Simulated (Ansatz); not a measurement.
## How much do the gradients of RuS₂ depend on the method?

Cell: a COD entry, its atoms then relaxed with PBE in this cell.

Space group Pa-3 (No. 205); a = 5.6106 Å.

```
site  Wyckoff  site symmetry       x       y       z
  Ru       4a           .-3.  0.0000  0.0000  0.0000
   S       8c            .3.  0.3868  0.3868  0.3868
```

One atom of each set is listed.

First run. Level of theory: DFT, PBE, plane waves and PAW, scalar-relativistic, collinear spin, 420 eV cutoff, Γ-centred 5×5×5 k-points, Fermi–Dirac smearing 0.02 eV (Ansatz 0.2.0). Start moments as typed (μB): 2 on each Ru, none on the rest.

```json
{"site": "Ru", "V_zz (10²¹ V/m²)": "-4.89", "η": "0.00"}
{"site": "S", "V_zz (10²¹ V/m²)": "14.43", "η": "0.00"}
```

Second run. The same atoms and settings, except that the functional is r2SCAN and the cutoff is 500 eV.

Task: Given the first result, estimate the second.

Result: 

| site | V_zz | η | change of V_zz |
| --- | --- | --- | --- |
| Ru | -4.69 | 0.00 | +0.20 |
| S | 15.53 | 0.00 | +1.10 |

The largest change of V_zz is on S, from 14.43 to 15.53. In per cent, |V_zz| changes by -4 on Ru, +8 on S (all sites that start above 0.5).

Without spin–orbit coupling (the program notes it for Ru) the gradients can shift somewhat, as the gap is small. With these PAW files V_zz is typically within 2 to 3 % of all-electron values, but misses above 10 % occur on Ru. The start moments die out, and the run ends without spin.
For the second run: The program didn't check the stability of this electronic state in full, so a lower one may lie near.
